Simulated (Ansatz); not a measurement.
AgW (L1₀ or tetragonal B2, P4/mmm), the program Ansatz at the PBE level (PAW), all energies at zero smearing, with the estimated change up to a 700 eV cutoff added, with one set of potentials and settings (totals compare only within such a set). Cell of 2 atoms (1 Ag, 1 W): -17974.007 eV.

```
element             reference phase  E (eV/atom)
-------  --------------------------  -----------
Ag        R-3m, 3 atoms in the cell   -7590.5531
W        Im-3m, 1 atoms in the cell  -10384.8193
```

Formation energy per atom, worked out: (-17974.007 − 1×(-7590.5531) − 1×(-10384.8193))/2 = 0.683 eV/atom (66 kJ per mol of atoms), at 0 K, without zero-point energy or fitted corrections.

The start of the workflow was typed in or built on a structure type; neither database checked (COD, Materials Project) lists it. Whether it is the stable phase at ambient conditions was not checked. The PBE relaxation kept the symmetry of its start; its stability against distortions is not shown here. No spin polarisation was allowed. Its formation energy is positive at this level, so the cell may be metastable or incomplete. The references are the lowest solids computed at this level, not always the standard phases. Spin–orbit coupling is left out wherever it is not named.

Potentials: the later of the program's two PAW sets.
